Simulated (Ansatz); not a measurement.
NiPt:
```cif
data_NiPt
_chemical_formula_sum 'Ni1 Pt1'
_space_group_name_H-M_alt 'P4/mmm'
_space_group_IT_number 123
_space_group_name_Hall '-P 4 2'
_cell_length_a 2.70993
_cell_length_b 2.70993
_cell_length_c 3.57256
_cell_angle_alpha 90.000
_cell_angle_beta 90.000
_cell_angle_gamma 90.000
loop_
_atom_site_label
_atom_site_type_symbol
_atom_site_symmetry_multiplicity
_atom_site_Wyckoff_symbol
_atom_site_fract_x
_atom_site_fract_y
_atom_site_fract_z
_atom_site_occupancy
Ni1 Ni 1 d 0.50000 0.50000 0.50000 1
Pt1 Pt 1 a 0.00000 0.00000 0.00000 1
```
The run is spin-polarised.

Relaxed at zero pressure with r²SCAN in the plane-wave PAW code Ansatz.

Task: The volume is raised by 3 % and shape and atoms relax at that volume. What pressure results, and how do the axes share the change?

Result: -6.4 GPa; a 0.9 %, b 0.9 %, c 1.1 %; the energy rises by 8 meV/atom.

Task: Give the new structure.

Result: 
Space group P4/mmm (No. 123); a = 2.735 Å, b = 2.735 Å, c = 3.613 Å, α = 90.00°, β = 90.00°, γ = 90.00°

| atom | site | symmetry | x | y | z |
|---|---|---|---|---|---|
| Ni | 1d | 4/mmm | 0.5000 | 0.5000 | 0.5000 |
| Pt | 1a | 4/mmm | 0.0000 | 0.0000 | 0.0000 |

The phase is kept; no other phase was compared at this pressure.

The first step of the workflow began from a Materials Project structure, measured or hypothetical; the Crystallography Open Database copy checked does not list it. With Ni and Pt taken as one species the cell has the higher symmetry I4/mmm, so it may be an ordered model of a mixed-site phase. Its standing as an ambient phase is unchecked. The r²SCAN relaxation kept the symmetry of its start; its stability against distortions is not shown here. Magnetic state: ferromagnetic, chosen from 5 collinear starts compared on coarse meshes (ties went to the first, and starts can fall back to one state), not a proven ground state. Other orbital occupations within this spin state were not tried. Axis ratios of metals converge slowly with the k-mesh, so a and c are less sure than the volume. Spin–orbit coupling is left out wherever it is not named.

Potentials: the later of the program's two PAW sets.
